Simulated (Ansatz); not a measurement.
# LiSb$_{2}$ in Ansatz, settings compared

Run with:

```bash
ansatz run input.yaml --threads 1 --pin off --max-ram 2560MiB --backend cpu --events-out ev --progress --plain --runs-dir out
```

input.yaml:

```yaml
crystal:
  lattice:
    - [0.0, 2.764323, 4.72298]
    - [0.0, -2.764323, 4.72298]
    - [4.871363, 2.764323, 0.0]
  atoms:
    - { symbol: Li, position: [0.0, 0.0, 0.0] }
    - { symbol: Li, position: [0.25, 0.25, 0.5] }
    - { symbol: Sb, position: [0.667, 0.333, 0.666] }
    - { symbol: Sb, position: [0.333, 0.667, 0.334] }
    - { symbol: Sb, position: [0.583, 0.917, 0.834] }
    - { symbol: Sb, position: [0.917, 0.583, 0.166] }
  symmetry: { tolerance: 0.0003 }
kpoints:
  mp_grid: { grid: [4, 4, 4], shift: [0, 0, 0] }
magnetization:
  spin_polarized: false
scf:
  occupations: { method: gaussian, width: 0.1229 }
hamiltonian:
  pseudopotentials: { kind: paw }
  xc: pbe
basis:
  ecutwfc: 420
output:
  forces: true
  stress: true
  eigenvalues: true
  write_density: true
  write_potential: true
  elf: true
  volumetric_format: npy
relax:
  max_steps: 40
  cell: {}
```

Origin of the cell: a known structure type with other elements, at an estimated volume, so it need not be a known compound.

Output of this run (shortened):

```
SCF iter   1: F=—  HF=-26347.307382 eV  Δρ=2.58e-3  dr2=1.01e-2
SCF iter   2: F=—  HF=-26347.303981 eV  Δρ=1.62e-3  dr2=4.31e-3
SCF iter   3: F=—  HF=-26347.303624 eV  Δρ=6.60e-4  dr2=4.97e-4
SCF iter   4: F=—  HF=-26347.303428 eV  Δρ=2.92e-4  dr2=7.22e-5
SCF iter   5: F=—  HF=-26347.303386 eV  Δρ=4.87e-5  dr2=3.05e-6
SCF iter   6: F=—  HF=-26347.303387 eV  Δρ=1.81e-5  dr2=2.83e-7
SCF iter   7: F=-26347.303387 eV  HF=-26347.303387 eV  Δρ=2.77e-6  dr2=9.75e-9
relax step   1: F+E_penalty+E_count = -26347.303387 eV  Δ(F+E_penalty+E_count) = +0.000e0 eV  max|allowed force component| = 5.998e-1 eV/Å  Δτ_max = 0.0000 Å  P = +9.271 GPa  Ω = 127.199 Å³ […]
relax step   2: F+E_penalty+E_count = -26347.930127 eV  Δ(F+E_penalty+E_count) = -6.267e-1 eV  max|allowed force component| = 1.178e-1 eV/Å  Δτ_max = 0.0885 Å  P = +0.674 GPa  Ω = 145.396 Å³ […]
relax step   3: F+E_penalty+E_count = -26347.942133 eV  Δ(F+E_penalty+E_count) = -1.201e-2 eV  max|allowed force component| = 5.763e-2 eV/Å  Δτ_max = 0.0219 Å  P = +0.144 GPa  Ω = 147.133 Å³ […]
relax step   4: F+E_penalty+E_count = -26347.945379 eV  Δ(F+E_penalty+E_count) = -3.246e-3 eV  max|allowed force component| = 5.090e-3 eV/Å  Δτ_max = 0.0197 Å  P = -0.042 GPa  Ω = 147.897 Å³ […]
relax step   5: F+E_penalty+E_count = -26347.946317 eV  Δ(F+E_penalty+E_count) = -9.381e-4 eV  max|allowed force component| = 5.926e-3 eV/Å  Δτ_max = 0.0036 Å  P = +0.032 GPa  Ω = 148.028 Å³ […]
relax step   6: F+E_penalty+E_count = -26347.946595 eV  Δ(F+E_penalty+E_count) = -2.777e-4 eV  max|allowed force component| = 5.678e-3 eV/Å  Δτ_max = 0.0014 Å  P = +0.037 GPa  Ω = 148.362 Å³ […]
relax step   7: F+E_penalty+E_count = -26347.946679 eV  Δ(F+E_penalty+E_count) = -8.475e-5 eV  max|allowed force component| = 7.042e-4 eV/Å  Δτ_max = 0.0034 Å  P = -0.001 GPa  Ω = 148.587 Å³ […]
relax step   8: F+E_penalty+E_count = -26347.949985 eV  Δ(F+E_penalty+E_count) = -3.305e-3 eV  max|allowed force component| = 8.789e-4 eV/Å  Δτ_max = 0.0000 Å  P = +0.003 GPa  Ω = 148.587 Å³  stress off target by 2.14e-2 GPa […]
SCF 8 converged in 6 iterations: F = -26347.949985 eV  dr2 = 2.35e-12
basis re-selected at this cell: Δ(F+E_penalty+E_count) = -3.305e-3 eV, ΔP = +0.004 GPa vs the last step (what re-selecting the basis moved, of the pressure what is left beyond the Pulay corre […]
SCF converged after 6 iterations
Free energy (F): -26347.949985 eV
Harris-Foulkes:  -26347.949985 eV  (|F-HF|=3.64e-12)
Internal energy: -26347.912276 eV  (E = F + TS)
E sigma→0 (E₀):  -26347.931130 eV
Entropy (-TS):   -0.037708 eV (-6.285 meV/atom)
Fermi energy:    8.577275 eV
--- Per-component energies (eV) ---
  E_band       = -888.907587
  E_kinetic    = 869.325396
  E_local      = -6874.026052  (includes V_loc(G=0)·N_el)
  E_nonlocal   = 1380.320380
  E_hartree    = 3073.458060
  E_xc         = -574.732959
  E_vxc        = -411.930712  (∫ρ·V_xc dr)
  E_paw        = -18341.292576  (= ΣΔE_a)
  E_vpaw       = -1999.512816  (= ΣTr[D̂ρ^β])
  E_aug_tail   = 0.000022  (compensation charges beyond the density's cutoff)
  E_ewald      = -5880.964547
  E_smearing   = -0.037708  (= −TS)
  Σ components = -26347.949985   (vs F -26347.949985, Δ=0.00e0)
--- Forces (eV/Å), atoms counted from 1 ---
  atom   1  Li     0.000000    -0.000000    -0.000000
  atom   2  Li    -0.000000     0.000000     0.000000
  atom   3  Sb     0.000879     0.000000     0.000000
  atom   4  Sb    -0.000879     0.000000     0.000000
  atom   5  Sb    -0.000879    -0.000000    -0.000000
  atom   6  Sb     0.000879    -0.000000    -0.000000
  max |Σ_I F_I| component: 6.94e-18 eV/Å
--- Stress (GPa, compression-positive) ---
        0.021350      -0.000000      -0.000000
       -0.000000      -0.007635      -0.000000
       -0.000000      -0.000000      -0.003860
  P = ⅓ Tr σ = 0.0033 GPa (0.033 kbar)
--- Relaxed structure (7 steps of the walk, 7 accepted, 1 SCFs on fresh bases) ---
  F+E_penalty+E_count = -26347.949985 eV   max|allowed force component| = 8.789e-4 eV/Å   (the final SCF, on the basis selected at the relaxed cell)
  cell:  # Å, volume = 148.5865 Å³
    - [-2.942e-17, 2.895192, 4.953307]
    - [-2.942e-17, -2.895192, 4.953307]
    - [5.180561, 2.895192, -3.035e-17]
  atoms:
    - { symbol: Li, position: [1.187e-19, -1.187e-19, -2.374e-19] }
    - { symbol: Li, position: [0.250000, 0.25, 0.5] }
    - { symbol: Sb, position: [0.680231, 0.319769, 0.639538] }
    - { symbol: Sb, position: [0.319769, 0.680231, 0.360462] }
    - { symbol: Sb, position: [0.569769, 0.930231, 0.860462] }
    - { symbol: Sb, position: [0.930231, 0.569769, 0.139538] }
```

The same input was run again with these changes:

1. `hamiltonian.xc` pbe → rpbe; `scf.lower_state_search` default → standard
2. `hamiltonian.dispersion` default → d3bjatm
3. `basis.ecutrho_ratio` default → 6
4. `scf.n_extra_bands` default → 2; `scf.mixing.preconditioner` default → ldos; `crystal.symmetry` { tolerance: 0.0003 } → { detect: false }

```
 run        end  SCF iterations  volume (Å³/atom)  max force component (eV/Å)  moment (μB)  ΔE(σ→0) (meV/atom)
base  converged              46             24.76                       0.001            –                   0
   1  converged              76             25.65                       0.001            –                   –
   2  converged             114             22.95                       0.001            –                   –
   3  converged              45             24.76                       0.001            –                0.00
   4  converged             198             26.22                       0.001            –              -89.72
```

Energies are compared only where functional, datasets, charge and starting cell are the same.

Run 4 relaxed to another structure than the base run, so its differences aren't those of the setting alone.

Caveats of the base run: no spin-orbit coupling, though heavy elements are present; the k mesh is coarse if the cell is a metal; the relaxation held the start's symmetry, so the end may be a saddle point.

Run 1: forces of this functional can be a tenth off on datasets made under PBE; the end state was compared with a single point and may differ.
Run 4: no dispersion correction, so spacings can come out too large where layers or molecules are weakly bound; the program displaced the start to leave a saddle point.

Time of the base run: 55 s on 1 thread of Arm Neoverse V1, on a shared host, peak memory 0.42 GiB, from the program's own first density.
